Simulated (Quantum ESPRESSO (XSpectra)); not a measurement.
Quantum ESPRESSO (XSpectra) run for X-ray absorption at the Ga K edge of GaSe (P6₃/mmc). Geometry: Materials Project entry mp-1943 (a computed structure). The cell is the entry's, not relaxed again. The ground-state test found a gap, so occupations are fixed and the excited electron is left out (charged cell on a uniform background); energies count from the highest occupied level. pw.x input:

```
&CONTROL
  calculation = 'scf'
  prefix = 'x'
  pseudo_dir = './pseudo'
  outdir = './out'
/
&SYSTEM
  ibrav = 0
  nat = 32
  ntyp = 3
  ecutwfc = 35
  tot_charge = 1
  occupations = 'fixed'
/
&ELECTRONS
  conv_thr = 3.2e-07
  mixing_beta = 0.4
/
ATOMIC_SPECIES
Gah 69.723 Ga.lda-tm-gipaw-star1s.UPF
Ga 69.723 Ga.lda-tm-gipaw.UPF
Se 78.971 Se.lda-tm-gipaw.UPF
CELL_PARAMETERS angstrom
   7.545139604    0.000000000    0.000000000
  -3.772569802    6.534282572    0.000000000
   0.000000000    0.000000000   16.525610000
ATOMIC_POSITIONS crystal
Gah    0.166666665    0.333333335    0.176140000
Ga     0.166666665    0.833333335    0.176140000
Ga     0.666666665    0.333333335    0.176140000
Ga     0.666666665    0.833333335    0.176140000
Ga     0.333333335    0.166666665    0.823860000
Ga     0.333333335    0.666666665    0.823860000
Ga     0.833333335    0.166666665    0.823860000
Ga     0.833333335    0.666666665    0.823860000
Ga     0.333333335    0.166666665    0.676140000
Ga     0.333333335    0.666666665    0.676140000
Ga     0.833333335    0.166666665    0.676140000
Ga     0.833333335    0.666666665    0.676140000
Ga     0.166666665    0.333333335    0.323860000
Ga     0.166666665    0.833333335    0.323860000
Ga     0.666666665    0.333333335    0.323860000
Ga     0.666666665    0.833333335    0.323860000
Se     0.166666665    0.333333335    0.606130000
Se     0.166666665    0.833333335    0.606130000
Se     0.666666665    0.333333335    0.606130000
Se     0.666666665    0.833333335    0.606130000
Se     0.333333335    0.166666665    0.393870000
Se     0.333333335    0.666666665    0.393870000
Se     0.833333335    0.166666665    0.393870000
Se     0.833333335    0.666666665    0.393870000
Se     0.333333335    0.166666665    0.106130000
Se     0.333333335    0.666666665    0.106130000
Se     0.833333335    0.166666665    0.106130000
Se     0.833333335    0.666666665    0.106130000
Se     0.166666665    0.333333335    0.893870000
Se     0.166666665    0.833333335    0.893870000
Se     0.666666665    0.333333335    0.893870000
Se     0.666666665    0.833333335    0.893870000
K_POINTS automatic
2 2 1 0 0 0
```

xspectra.x input:

```
&input_xspectra
  calculation = 'xanes_dipole'
  edge = 'K'
  prefix = 'x'
  outdir = './out'
  xonly_plot = .false.
  xiabs = 1
  xcoordcrys = .false.
  xepsilon(1) = 1.0
  xepsilon(2) = 0.0
  xepsilon(3) = 0.0
  xniter = 1500
  xcheck_conv = 50
  xerror = 0.002
  x_save_file = 'x0.sav'
/
&plot
  xnepoint = 451
  xemin = -5.0
  xemax = 40.0
  xgamma = 1.5
  terminator = .true.
  cut_occ_states = .true.
/
&pseudos
  filecore = 'core.wfc'
/
&cut_occ
  cut_desmooth = 0.1
  cut_stepl = 0.01
  cut_ierror = 1e-6
/
3 3 1 1 1 1
```

End of the pw.x output:

```
     1.9338   1.9338   1.9724   1.9724   1.9894   2.3063   2.3247   2.3247
     2.3773   2.3773   2.3867   2.9487   2.9487   3.0610   3.0610   3.8497

          k = 0.0000-0.5774 0.0000 ( 19190 PWs)   bands (ev):

   -10.4457 -10.1571  -9.8227  -9.7616  -9.6878  -9.4169  -9.2243  -9.1571
    -9.1562  -9.1516  -9.0353  -9.0340  -8.5390  -8.5378  -8.4623  -8.4606
    -5.0911  -3.5585  -3.3149  -3.0762  -2.8398  -2.7674  -2.7671  -2.4772
    -2.3029  -2.3020  -1.7036  -1.7028  -1.6077  -1.3652  -0.8463  -0.7976
    -0.5212  -0.5195  -0.4005  -0.2645  -0.1447  -0.0981  -0.0492  -0.0075
     0.3544   0.3570   0.4159   0.4764   0.6284   0.6567   0.7017   0.7027
     0.8577   0.9623   1.0076   1.1250   1.1700   1.3821   1.4753   1.6138
     1.6457   1.6777   1.7008   1.9240   2.0955   2.1061   2.2488   2.2496
     2.4161   2.4169   2.4902   2.7099   2.7559   2.7560   3.4631   3.4785

     highest occupied level (ev):     3.8497

!    total energy              =   -1122.64440080 Ry
     estimated scf accuracy    <       0.00000016 Ry

     The total energy is the sum of the following terms:
     one-electron contribution =      16.24290850 Ry
     hartree contribution      =      51.67746443 Ry
     xc contribution           =    -852.73739135 Ry
     ewald contribution        =    -337.82738237 Ry

     convergence has been achieved in  66 iterations

     XML data file, charge density, pseudopotentials, collected wavefunctions
```

xspectra.x output, shortened:

```
... Begin STEP 1 ...

        Radial transition matrix element(s) used in the calculation of the
        initial vector of the Lanczos basis (|tilde{phi}_abs> normalized)
        | For PAW proj. (l=1) #1: radial matrix element =   0.003666168
        | For PAW proj. (l=1) #2: radial matrix element =   0.004469253

NB: the     3 k-point are not all listed below because npool=  4
        |-------------------------------------------------------------
        ! k-point #     1:  ( 0.1667,  0.2887,  0.2283),  0.2222,   1
        |-------------------------------------------------------------
 okvan= F
        |   Norm of the initial Lanczos vector: 0.29674899E-02
        !   => CONVERGED at iter    200 with error=  0.00114580
        |-------------------------------------------------------------
        ! k-point #     2:  ( 0.1667,  0.6736,  0.2283),  0.2222,   1
        |-------------------------------------------------------------
 okvan= F
        |   Norm of the initial Lanczos vector: 0.29674913E-02
        !   => CONVERGED at iter    250 with error=  0.00050952
        |-------------------------------------------------------------
        ! k-point #     3:  ( 0.1667,  1.0585,  0.2283),  0.2222,   1
        |-------------------------------------------------------------
 okvan= F
        |   Norm of the initial Lanczos vector: 0.29674844E-02
        !   => CONVERGED at iter    250 with error=  0.00052123

     Results of STEP 1 successfully written in x_save_file
     x_save_
        ...
... Begin STEP 2 ...

     The spectrum is calculated using the following parameters:
        energy-zero of the spectrum [eV]:    3.8497
        the occupied states are elimintate from the spectrum
        xemin [eV]:  -5.00
        xemax [eV]:  40.00
        xnepoint:  451
        constant broadening parameter [eV]:    1.500
        Core level energy [eV]: -0.1037E+05
         (from electron binding energy of neutral atoms in X-ray data booklet)

     Cross-section successfully written in xanes.dat

     ... End STEP 2 ...

     xanes        :      6.39s CPU      6.52s WALL (       1 calls)

     -------------------------------------------------------------------------
                                END JOB XSpectra
     -------------------------------------------------------------------------
```

xanes.dat for the field along x, every fifth line (energy in eV, cross section):

```
   -5.000   1.0050e-04
   -4.500   1.1270e-04
   -4.000   1.2760e-04
   -3.500   1.4600e-04
   -3.000   1.6930e-04
   -2.500   1.9940e-04
   -2.000   2.3920e-04
   -1.500   2.9330e-04
   -1.000   3.6850e-04
   -0.500   4.7430e-04
    0.000   6.1930e-04
    0.500   8.0040e-04
    1.000   9.8330e-04
    1.500   1.1320e-03
    2.000   1.2600e-03
    2.500   1.3870e-03
    3.000   1.4600e-03
    3.500   1.4220e-03
    4.000   1.3140e-03
    4.500   1.2100e-03
    5.000   1.1460e-03
    5.500   1.1110e-03
    6.000   1.0700e-03
    6.500   1.0010e-03
    7.000   9.2110e-04
    7.500   8.5980e-04
    8.000   8.2700e-04
    8.500   8.1440e-04
    9.000   8.1130e-04
    9.500   8.1060e-04
   10.000   8.1060e-04
   10.500   8.1050e-04
   11.000   8.0830e-04
   11.500   8.0470e-04
   12.000   8.0140e-04
   12.500   7.9880e-04
   13.000   7.9780e-04
   13.500   7.9830e-04
   14.000   7.9750e-04
   14.500   7.9160e-04
   15.000   7.7560e-04
   15.500   7.4800e-04
   16.000   7.1690e-04
   16.500   6.9260e-04
   17.000   6.7790e-04
   17.500   6.6900e-04
   18.000   6.6160e-04
   18.500   6.5770e-04
   19.000   6.6590e-04
   19.500   6.8910e-04
   20.000   7.1600e-04
   20.500   7.2980e-04
   21.000   7.2440e-04
   21.500   7.0520e-04
   22.000   6.8010e-04
   22.500   6.5600e-04
   23.000   6.3970e-04
   23.500   6.3650e-04
   24.000   6.4480e-04
   24.500   6.5580e-04
   25.000   6.6160e-04
   25.500   6.6230e-04
   26.000   6.6220e-04
   26.500   6.6330e-04
   27.000   6.6410e-04
   27.500   6.6030e-04
   28.000   6.4770e-04
   28.500   6.2760e-04
   29.000   6.0690e-04
   29.500   5.9270e-04
   30.000   5.8630e-04
   30.500   5.8490e-04
   31.000   5.8460e-04
   31.500   5.8430e-04
   32.000   5.8570e-04
   32.500   5.9200e-04
   33.000   6.0350e-04
   33.500   6.1320e-04
   34.000   6.1220e-04
   34.500   5.9940e-04
   35.000   5.8170e-04
   35.500   5.6560e-04
   36.000   5.5370e-04
   36.500   5.4540e-04
   37.000   5.3820e-04
   37.500   5.3030e-04
   38.000   5.2270e-04
   38.500   5.1960e-04
   39.000   5.2440e-04
   39.500   5.3750e-04
   40.000   5.5430e-04
```
